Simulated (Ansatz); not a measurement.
# Chalcopyrite alloy of ZnSiP2 and MgSiP2 (2 of 16 Zn sites exchanged), 64 atoms

Ansatz, PAW, plane waves. PBEsol relaxation of cell lengths and atoms (angles held) at the single k point (¼, ¼, ¼) without its symmetry partners; single points on the relaxed atoms at the Γ point alone, onto which points of the small cell's zone fold. Arrangement: quasirandom. No spin–orbit coupling unless named.

Relaxed structure:

```
CELL_PARAMETERS angstrom
10.77797 -0.00005 -0.00001
-0.00005 10.78019 -0.00001
-0.00001 -0.00001 10.44185
ATOMIC_POSITIONS crystal
Zn 0.99962 0.00021 0.00047
Zn 0.99966 0.49987 0.00090
Zn 0.49951 0.00048 0.00103
Zn 0.99972 0.24823 0.25036
Zn 0.00030 0.74980 0.25063
Zn 0.50244 0.25009 0.25074
Zn 0.49950 0.74979 0.25082
Zn 0.25117 0.99936 0.75076
Zn 0.24830 0.49908 0.75070
Zn 0.75055 0.99911 0.75052
Zn 0.75129 0.50081 0.75052
Zn 0.24979 0.74995 0.50114
Zn 0.74945 0.25043 0.50072
Zn 0.74881 0.75019 0.50044
Mg 0.49805 0.49927 0.99968
Mg 0.24983 0.25036 0.49946
Si 0.99796 0.99772 0.50015
Si 0.99753 0.50316 0.50069
Si 0.50305 0.99767 0.49777
Si 0.50299 0.50278 0.50070
Si 0.25070 0.99785 0.24847
Si 0.24755 0.50276 0.24995
Si 0.75053 0.00032 0.24978
Si 0.75276 0.50084 0.25090
Si 0.24791 0.24768 0.00035
Si 0.24781 0.75317 0.99778
Si 0.75311 0.24770 0.00053
Si 0.75280 0.75263 0.00044
Si 0.99812 0.24983 0.75082
Si 0.00029 0.75058 0.74982
Si 0.50328 0.24813 0.74971
Si 0.50005 0.75318 0.74877
P 0.13148 0.12248 0.12536
P 0.13233 0.62669 0.12290
P 0.63306 0.12506 0.12479
P 0.63961 0.63028 0.12951
P 0.11054 0.11897 0.62992
P 0.11712 0.62454 0.62540
P 0.61810 0.12257 0.62348
P 0.61861 0.62678 0.62641
P 0.35930 0.36866 0.13184
P 0.36709 0.87326 0.12356
P 0.86824 0.37376 0.12543
P 0.86923 0.87633 0.12540
P 0.38103 0.11052 0.36917
P 0.37453 0.61738 0.37544
P 0.87412 0.11701 0.37579
P 0.87360 0.61960 0.37620
P 0.11751 0.39053 0.37067
P 0.12512 0.88204 0.37539
P 0.62576 0.38384 0.37486
P 0.62676 0.88052 0.37370
P 0.12379 0.36627 0.87528
P 0.12286 0.86986 0.87439
P 0.63194 0.36036 0.87107
P 0.62475 0.86809 0.87593
P 0.39073 0.38062 0.63109
P 0.38318 0.87629 0.62309
P 0.88201 0.37549 0.62474
P 0.88088 0.87278 0.62459
P 0.37525 0.13271 0.87484
P 0.36866 0.64016 0.86853
P 0.87582 0.13074 0.87565
P 0.87564 0.63316 0.87546
```

Q: What are the mean bond lengths by pair (pairs within 1.2 times the sum of covalent radii, less contacts 15 % beyond the pair's median; cation–cation pairs of compounds aside; long ionic contacts are cut short by that bound)?

A: Mg–P 2.477 ± 0.004 Å (standard deviation, 8 bonds); P–Si 2.255 ± 0.010 Å (standard deviation, 64 bonds); P–Zn 2.353 ± 0.007 Å (standard deviation, 56 bonds).

Q: What gap lies between the top filled and the lowest empty level in the single points?

A: HSE06 1.97 eV (3.9 min on 7 threads of Neoverse-V2).
